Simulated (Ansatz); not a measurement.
A geometry of Ta away from equilibrium: step 2 of the relaxation of a relaxed Ta cell, doubled along one cell vector, shaken by Gaussian noise of σ = 0.08 Å a coordinate. The numbers are results of PBEsol (plane waves to 420 eV, PAW, scalar-relativistic; Ansatz, an electronic-structure program), not measurements. Γ-centred k-mesh 14×14×7 on the run's cell (coarser than for final values), Fermi–Dirac smearing 0.05 eV.

```
CELL_PARAMETERS angstrom
     -1.65675     1.63580     1.63065
      1.63589    -1.65724     1.63124
      3.26546     3.26644    -3.30419
ATOMIC_POSITIONS crystal
  Ta 0.02596 0.06818 0.00917
  Ta 0.95146 0.99422 0.49709
```

**Question.** Predict the force on each atom, in eV/Å.

**Answer.** 
```csv
atom,Fx,Fy,Fz
Ta1,-0.44,-0.44,-1.42
Ta2,0.44,0.44,1.42
```

**Question.** What is the pressure?

**Answer.** +3.9 GPa, compression positive.

No spin polarisation in the result.

The run could not lose the symmetry of its start.
